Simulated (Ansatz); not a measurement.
Density of states of a Sn8Se15 cell (a crystal with Se atoms taken out, relaxed), per eV and atom, broadened by Gaussian smearing of width 0.1 eV and averaged over bins of 0.4 eV, from 8 eV under the Fermi level at most up to where the solved bands end.

Theory: Ansatz 0.2.0, DFT PBEsol, scalar-relativistic, plane waves, PAW.

Cutoff 420 eV; k points 5×5×3 on the computed 23-atom cell (Γ-centred); Gaussian smearing, width 0.02 eV; no spin polarisation.

```
Sn Se
1.0
     7.64665   -0.09341   -0.00159
    -3.74243   -6.53789    0.16595
     0.00255    0.30696  -12.19901
Sn Se
8 15
Direct
  0.99554 0.49149 0.49411
  0.00869 0.51305 0.00708
  0.48048 0.45858 0.45372
  0.50816 0.51261 0.00279
  0.96608 0.97309 0.51789
  0.00784 0.01174 0.99911
  0.50751 0.97582 0.52079
  0.50728 0.01200 0.00134
  0.82086 0.14198 0.37218
  0.83508 0.16880 0.87278
  0.33882 0.17295 0.87058
  0.86292 0.68884 0.36130
  0.83665 0.66019 0.87250
  0.32472 0.70016 0.36353
  0.33003 0.66446 0.87257
  0.18071 0.35551 0.13437
  0.16449 0.32702 0.62112
  0.67895 0.35523 0.13541
  0.66217 0.33148 0.62252
  0.18365 0.86778 0.13219
  0.16357 0.82770 0.63593
  0.68075 0.85518 0.13147
  0.63678 0.76640 0.62701
```

```tsv
E − E_F (eV)	total	Se 4p	Sn 5p	Sn 5s	Se 4s
-7.85	0.245	0.086	0.001	0.146	0.011
-7.45	0.501	0.172	0.003	0.283	0.040
-7.05	0.383	0.127	0.003	0.199	0.053
-6.65	0.419	0.143	0.003	0.192	0.078
-6.25	0.178	0.057	0.002	0.075	0.043
-5.85	0.013	0.004	0.000	0.005	0.004
-5.45	0.014	0.009	0.005	0.000	0.000
-5.05	0.259	0.160	0.087	0.001	0.009
-4.65	0.520	0.329	0.166	0.004	0.016
-4.25	0.501	0.327	0.146	0.006	0.017
-3.85	0.539	0.367	0.142	0.008	0.016
-3.45	0.746	0.532	0.175	0.010	0.021
-3.05	0.714	0.517	0.160	0.011	0.018
-2.65	0.729	0.546	0.148	0.009	0.018
-2.25	0.644	0.513	0.101	0.009	0.013
-1.85	0.726	0.613	0.079	0.013	0.011
-1.45	0.928	0.816	0.073	0.013	0.012
-1.05	1.017	0.935	0.046	0.010	0.010
-0.65	0.729	0.685	0.016	0.011	0.004
-0.25	0.179	0.135	0.016	0.023	0.001
0.15	0.075	0.046	0.004	0.021	0.001
0.55	0.273	0.164	0.014	0.080	0.004
0.95	0.490	0.295	0.031	0.139	0.005
1.35	0.459	0.273	0.032	0.134	0.005
1.75	0.254	0.146	0.022	0.074	0.004
2.15	0.201	0.069	0.093	0.023	0.006
```

The columns after the total are the largest Löwdin projections on the valence shells of the potentials, so they needn't add up, and the weight of a shell that a potential lacks goes to other orbitals. The cell has a gap on the mesh of 0.10 eV.

The gap is read on a mesh, which can miss the band edges, so it can be too wide. The cell holds layers, and where no dispersion correction was added their binding is poorly described.

Cost: 2 runs of about 46 core-minutes in all (earlier runs that led there not counted), on Arm Neoverse V2 (shared hosts).